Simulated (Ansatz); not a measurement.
**V (dhcp): energy against volume**

Computed with Ansatz, DFT, r2SCAN, plane waves (500 eV) with PAW, scalar-relativistic. (PAW data from PBE, frozen cores regenerated.)

The cell is scaled uniformly from the relaxed one, with fractional coordinates and shape fixed. Energies are extrapolated to zero smearing, pressures are those at the given smearing. Magnetic state: spin not included.

A Birch-Murnaghan fit gives V₀ = 13.66 Å³/atom, B₀ = 186 GPa, B₀′ = 3.8.

(1) What are the energy above the minimum and the pressure at 12.586 Å³/atom?

(2) What are the energy above the minimum and the pressure at 13.134 Å³/atom?

(3) What are the energy above the minimum and the pressure at 14.228 Å³/atom?

## Answers

(1) 55.5 meV/atom and 17.98 GPa as computed.

(2) 12.4 meV/atom and 8.14 GPa as computed.

(3) 12.9 meV/atom and -6.71 GPa as computed.
